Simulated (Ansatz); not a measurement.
Si in space group C2/m (No. 12; Si on 4i, Si on 4i, Si on 4i, Si on 4i) at seven volumes, the program Ansatz at the PBEsol level (PAW), shape and atoms relaxed at each. One row is withheld.

| V (Å³/atom) | P (GPa) |
|---|---|
| 18.939 | 9.59 |
| 19.563 | 5.92 |
| 20.188 | 2.75 |
| 20.812 | 0.00 |
| 21.436 | -2.35 |
| 22.061 | -4.37 |
| 22.685 | ? |

**Question.** Fit the shown pressures and predict the withheld one.

**Answer.** P = (3/2)B₀(x^(7/2) − x^(5/2))[1 + (3/4)(B′ − 4)(x − 1)] with x = (V₀/V)^(2/3). Least squares on the six rows gives V₀ = 20.815 Å³/atom, B₀ = 84.4 GPa, B′ = 3.93. At V = 22.685, x = 0.9443 and P = -6.13 GPa. The run itself gave -6.09 GPa.

The workflow started from a Materials Project entry (that database holds measured and hypothetical structures alike); the Crystallography Open Database copy checked does not list it. It is not the phase usual at ambient conditions (space group No. 227). The cell was relaxed with PBEsol under the symmetry of its start; whether a distortion lowers the energy is not shown.

Potentials: the later of the program's two PAW sets.
